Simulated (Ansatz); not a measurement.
Ba (bcc (W type), space group No. 229) at seven volumes, DFT-PBEsol in the program Ansatz with PAW potentials, scaled uniformly. One row is withheld.

| V (Å³/atom) | P (GPa) |
|---|---|
| 52.774 | 0.98 |
| 54.513 | 0.61 |
| 56.253 | 0.28 |
| 57.993 | 0.00 |
| 59.733 | ? |
| 61.472 | -0.48 |
| 63.212 | -0.68 |

Problem. Fit the shown pressures and predict the withheld one.

Solution. P = (3/2)B₀(x^(7/2) − x^(5/2))[1 + (3/4)(B′ − 4)(x − 1)] with x = (V₀/V)^(2/3). Least squares on the six rows gives V₀ = 57.971 Å³/atom, B₀ = 9.0 GPa, B′ = 3.16. At V = 59.733, x = 0.9802 and P = -0.26 GPa. The run itself gave -0.26 GPa.

Space group Im-3m (bcc (W type)). Symmetry was held in the PBEsol relaxation. Spin–orbit coupling is left out wherever it is not named.

Potentials: the later of the program's two PAW sets.
